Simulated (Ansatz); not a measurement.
Co7W6:
```yaml
crystal:
  lattice:
    - [2.37603, 1.37180, 8.52435]
    - [-2.37603, 1.37180, 8.52435]
    - [0.00000, -2.74360, 8.52435]
  atoms:
    - { symbol: Co, position: [0.00000, 0.00000, 0.00000] }
    - { symbol: Co, position: [0.09192, 0.09192, 0.58849] }
    - { symbol: Co, position: [0.90808, 0.90808, 0.41151] }
    - { symbol: Co, position: [0.58849, 0.09192, 0.09192] }
    - { symbol: Co, position: [0.41151, 0.90808, 0.90808] }
    - { symbol: Co, position: [0.09192, 0.58849, 0.09192] }
    - { symbol: Co, position: [0.90808, 0.41151, 0.90808] }
    - { symbol: W, position: [0.16709, 0.16709, 0.16709] }
    - { symbol: W, position: [0.83291, 0.83291, 0.83291] }
    - { symbol: W, position: [0.34680, 0.34680, 0.34680] }
    - { symbol: W, position: [0.65320, 0.65320, 0.65320] }
    - { symbol: W, position: [0.45153, 0.45153, 0.45153] }
    - { symbol: W, position: [0.54847, 0.54847, 0.54847] }
```
The run is spin-polarised; directions of the spins, atom by atom: ↑ ↑ ↑ ↑ ↑ ↑ ↑ 0 0 0 0 0 0.

Relaxed with r²SCAN.

### Question
Which orbitals make up the states near the Fermi level in DFT-r²SCAN in the program Ansatz with PAW potentials?

### Answer
Within 0.5 eV of the Fermi level: Co 3d 59 %, W 5d 34 %. Projections are on Löwdin-orthogonalised atomic valence shells; empty p or d shells of many metals are not among them.

### Question
Tabulate the density of states.

### Answer
States/eV per cell of 13 atoms, in 0.25 eV bins, energy from the Fermi level.

```tsv
E (eV)	total	Co 3d	W 5d	Co 4s
-7.85	1.39	0.02	0.07	0.56
-7.60	1.63	0.04	0.12	0.63
-7.35	1.80	0.05	0.16	0.69
-7.10	1.89	0.08	0.22	0.75
-6.85	2.34	0.13	0.34	0.93
-6.60	2.91	0.22	0.56	1.08
-6.35	3.70	0.42	0.91	1.22
-6.10	6.35	1.46	2.01	1.48
-5.85	11.07	3.52	4.08	1.36
-5.60	11.52	3.97	4.60	1.24
-5.35	11.42	4.48	4.47	1.14
-5.10	9.96	3.96	4.05	0.78
-4.85	9.34	4.95	3.10	0.61
-4.60	8.91	5.43	2.52	0.40
-4.35	12.57	9.10	2.70	0.35
-4.10	17.41	11.95	4.44	0.49
-3.85	19.98	13.20	5.67	0.44
-3.60	17.09	10.57	5.11	0.60
-3.35	22.69	13.03	7.89	0.70
-3.10	20.93	11.63	7.73	0.57
-2.85	24.05	13.65	8.52	0.72
-2.60	20.10	13.17	5.31	0.50
-2.35	23.58	16.39	5.22	0.52
-2.10	21.21	14.69	4.55	0.60
-1.85	17.41	10.98	4.55	0.43
-1.60	13.68	7.98	3.86	0.40
-1.35	12.06	6.41	4.26	0.29
-1.10	11.13	5.66	4.48	0.22
-0.85	12.37	6.68	4.85	0.19
-0.60	14.41	8.13	5.27	0.23
-0.35	14.03	8.06	5.03	0.22
-0.10	12.15	6.88	4.48	0.22
0.15	14.39	9.03	4.45	0.27
0.40	11.84	6.85	4.05	0.31
0.65	13.96	7.62	5.37	0.27
0.90	11.90	5.89	5.07	0.29
1.15	9.42	4.31	4.49	0.16
1.40	11.13	5.56	4.90	0.15
1.65	11.62	5.64	5.25	0.18
1.90	7.57	2.82	4.00	0.20
2.15	6.26	1.64	3.73	0.30
2.40	5.79	1.01	4.04	0.24
2.65	8.28	1.22	6.03	0.33
2.90	8.75	1.21	6.46	0.34
3.15	11.18	1.43	8.64	0.37
3.40	9.38	1.02	7.31	0.35
3.65	9.89	0.99	7.68	0.39
3.90	7.76	0.72	5.53	0.50
4.15	7.28	0.51	5.25	0.49
4.40	5.25	0.36	3.32	0.51
4.65	4.76	0.31	2.54	0.56
```

Space group R-3m. The start of the workflow was typed in or built on a structure type; neither database checked (COD, Materials Project) lists it. Whether it is the stable phase at ambient conditions was not checked. The cell was relaxed with r²SCAN under the symmetry of its start; its stability against distortions is not shown here. The final state is ferromagnetic, the only order run, not a proven ground state. Other orbital occupations within this spin state were not tried. Scalar-relativistic: spin–orbit coupling is off unless named, which matters more the heavier the elements.

Potentials: the earlier of the program's two PAW sets.
